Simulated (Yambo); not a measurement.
Quantum ESPRESSO input (PBEsol, PseudoDojo standard norm-conserving files, scalar-relativistic) whose wavefunctions are converted with p2y:

```
&CONTROL
  calculation = 'nscf'
  pseudo_dir = './pseudo'
  outdir = './out'
/
&SYSTEM
  ibrav = 0
  nat = 12
  ntyp = 3
  ecutwfc = 84.0
  ecutrho = 336.0
  occupations = 'fixed'
  force_symmorphic = .true.
  nbnd = 228
/
&ELECTRONS
  conv_thr = 1.2000000000000002e-08
  diago_full_acc = .true.
  diago_thr_init = 1e-08
/
ATOMIC_SPECIES
H 1.0080 H.upf
N 14.0070 N.upf
I 126.9045 I.upf
CELL_PARAMETERS angstrom
  6.149450000000   0.000000000000   0.000000000000
  0.000000000000   6.149450000000   0.000000000000
  0.000000000000   0.000000000000   4.413680000000
ATOMIC_POSITIONS crystal
H   0.362440000000   0.500000000000   0.134690000000
H   0.000000000000   0.862440000000   0.134690000000
H   0.637560000000   0.500000000000   0.134690000000
H   0.000000000000   0.137560000000   0.134690000000
H   0.862440000000   0.000000000000   0.865310000000
H   0.500000000000   0.637560000000   0.865310000000
H   0.137560000000   0.000000000000   0.865310000000
H   0.500000000000   0.362440000000   0.865310000000
N   0.500000000000   0.500000000000   0.000000000000
N   0.000000000000   0.000000000000   0.000000000000
I   0.000000000000   0.500000000000   0.451470000000
I   0.500000000000   0.000000000000   0.548530000000
K_POINTS automatic
1 1 2 0 0 0
```

Yambo's initialisation report on symmetry, reciprocal space, the k grid and the gaps on this mesh:

```
  [02.02] Symmetries
  ==================

  Inversion symmetry    : yes
  Spatial inversion     : no
  Inversion index       :   9
  K-space Time-reversal : yes
  Magnetic symmetries   : no
  Time-reversal derived K-space symmetries:   9  16
  Group table correct   : yes
  Symmetries units      :  [cc]

  [02.03] Reciprocal space
  ========================

  nG shells         :   6333
  nG charge         :  117265
  nG WFs            :  16381
  nC WFs            :  14648
  G-vecs. in first 80 shells:  [ Number ]
     1    5    7   11   19   27   31   39   47
    63   65   69   77   81   89   97  105  113
   121  137  153  161  177  185  189  197  205
   207  223  231  235  243  259  267  275  283
    299   307   323   339   347   363   375   383   391
    399   407   431   447   463   479   487   503   519
    521   525   533   557   565   573   589   597   605
    621   629   637   653   657   673   689   697   713
    721   737   745   753   761   769   777   793
  ...
  Shell energy in first 80 shells:  [ mHa ]
     0.0000  146.1704  283.7464  292.3408  429.9168  576.0872  584.6816  730.8520  868.4280
    1014.60      1134.99      1169.36      1281.16      1315.53      1427.33      1453.11      1461.70      1599.28
    1719.67      1745.45      1865.84      1900.22      2183.96      2304.35      2338.73      2450.52      2484.90
    2553.72      2596.69      2622.47      2631.07      2699.89      2768.64      2846.06      2914.81      2923.41
    3035.20      3138.40      3207.15      3284.57      3473.71      3619.88      3654.26      3723.08      3766.05
    3800.43      3869.25      3938.01      4015.42      4058.39      4084.18      4238.94      4453.93      4522.69
    4539.94      4677.45      4686.11      4789.25      4832.28      4892.44      4935.42      4961.20      4969.79
    5038.61      5124.62      5184.78      5253.54      5262.13      5270.79      5373.93      5408.31      5477.13
    5545.88      5692.05      5709.31      5812.44      5846.82      5855.48      5992.99      6001.65
  ...

  [02.04] K-grid lattice
  ======================

  Compatible Grid is   : 1D
  Base K vectors       :  K_min[ 1 ]  K_min[ 2 ]  K_min[ 3 ]
  K_min[ 1 ] :  0.000000  0.000000 -0.500000 [rlu]
  Grid dimensions      :  2
  K lattice UC volume  :  0.110113 [a.u.]

  IBZ K-points                                      :  2
  BZ  K-points                                      :  2

  K/Q-points units:
  rlu = crystal or reduced units; cc = cartesian coordinates; iku = interal k-units

  K [1]          [rlu]:  0.000000  0.000000  0.000000
         WF components:  14565
  K [2]          [rlu]:  0.000000  0.000000 -0.500000
         WF components:  14648

  [02.05] Energies & Occupations
  ==============================

  [X] === General ===
  [X] Electronic Temperature                        :  0.000000  0.000000 [eV K]
  [X] Bosonic    Temperature                        :  0.000000  0.000000 [eV K]
  [X] Finite Temperature mode                       : no
  [X] El. density                                   :  0.19172E+24 [cm-3]
  [X] Fermi Level                                   :  1.071720 [eV]

  [X] === Gaps and Widths ===
  [X] Conduction Band Min                           :  3.550268 [eV]
  [X] Valence Band Max                              :  0.000000 [eV]
  [X] Filled Bands                                  :  16
  [X] Empty Bands                                   :   17  228
  [X] Direct Gap                                    :  3.550268 [eV]
  [X] Direct Gap localized at k                     :  1
  [X] Indirect Gap                                  :  3.550268 [eV]
  [X] Indirect Gap between kpts                     :  1  1
  [X] Last valence band width                       :  0.166202 [eV]
  [X] 1st conduction band width                     :  2.240578 [eV]
```
The gaps are PBEsol values on this mesh alone; only operations without fractional translations are kept.

Spin-orbit coupling is not included.

Geometry of the Materials Project entry, not relaxed at this level.
